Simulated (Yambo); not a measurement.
Yambo run on KScS2O8 (space group C2/m, No. 12). The wavefunctions are PBEsol (pw.x of Quantum ESPRESSO, ONCV potentials, without SOC) ones on a 2×2×1 mesh (40 occupied bands); a = b = 5.044 Å, c = 8.183 Å, α = β = 93.94°, γ = 64.31°.

Yambo input:

```
rim_cut
gw0
dyson
el_el_corr
HF_and_locXC
ppa
em1d
RandQpts= 1000000
RandGvec= 1 Ry
EXXRLvcs= 84 Ry
VXCRLvcs= 336 Ry
Chimod= "HARTREE"
% BndsRnXp
 2 | 277 |
%
NGsBlkXp= 7 Ry
% LongDrXp
 1.0 | 1.0 | 1.0 |
%
PPAPntXp= 55 eV
% GbndRnge
 1 | 277 |
%
GTermKind= "BG"
DysSolver= "n"
ExtendOut
% QPkrange
 3 | 3 | 40 | 41 |
%
```

k points by index: 3 = (-0.5, -0.5, 0).

Table of the .qp output:

```
#    K-point    Band    Eo [eV]    E [eV]    E-Eo [eV]    Vxc [eV]    Vnlxc [eV]    Sc|Eo [eV]    Sc|E [eV]    dSc/dw|Eo [eV]    Re(Z)    Im(Z)
#
    3    40    0.000000    -1.455642    -1.455642    -20.01903    -25.69594    3.908730    4.221274    -5.842231    0.823249    -0.994680E-3
    3    41    4.253016    6.618341    2.365325    -17.51345    -9.609892    -5.081471    -5.538235    -5.254868    0.838143    0.681350E-3
```
(The two width columns are left out.) Convergence of these settings isn't established.

Geometry of the Materials Project entry, not relaxed at this level.

The structure is a Materials Project entry; no match was found in the copy of COD used, and its stability was not checked.
